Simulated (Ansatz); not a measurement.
**PdTe: pressure against volume**

PdTe, P6_3/mmc, a = 4.182 Å, c = 5.739 Å. The structure is a COD entry; whether it is the stable form wasn't checked. Ansatz: r2SCAN, PAW, 500 eV, Γ-centred 12×12×8 mesh on 4 atoms, Gaussian smearing 0.10 eV; no spin polarisation. Shape and atoms are relaxed at each volume; pressure is positive in compression.

```
V (Å³/atom) P (GPa)
     19.125    18.59
     19.777    12.59
     20.429     7.61
     21.081     3.46
     21.733     0.01
     22.385    -2.85
     23.037    -5.24
     23.907        ?
```

Task: Take V0 = 21.733 Å³/atom, count pressures from its P0 = 0.01 GPa, fit the third-order Birch–Murnaghan form to the other rows, and predict the missing pressure.

Result: With the Eulerian strain f = ½[(V0/V)^(2/3) − 1] and y = (P − P0)/[3f(1 + 2f)^(5/2)], the form is the line y = B0 + 1.5 B0 (B0′ − 4) f. Rows (f, y): 0.04448, 112.5; 0.03245, 110.4; 0.02106, 108.5; 0.01026, 106.5; -0.00976, 102.6; -0.01905, 101.2. Means f = 0.01324, y = 106.95; Σ(Δf)² = 0.002987, ΣΔfΔy = 0.5388; the slope is their ratio. y = 104.6 + 180.4 f GPa, so B0 = 104.6 GPa and B0′ = 4 + 2 × (180.4)/(3 × 104.6) = 5.15. At V = 23.907, f = -0.03079, y = 99.05 and P = -7.79 GPa. The run gave -7.77 GPa, so the fit is 0.02 GPa too low, a small miss on the scale of the series. The form still works here, 22 % of the fitted range beyond its end.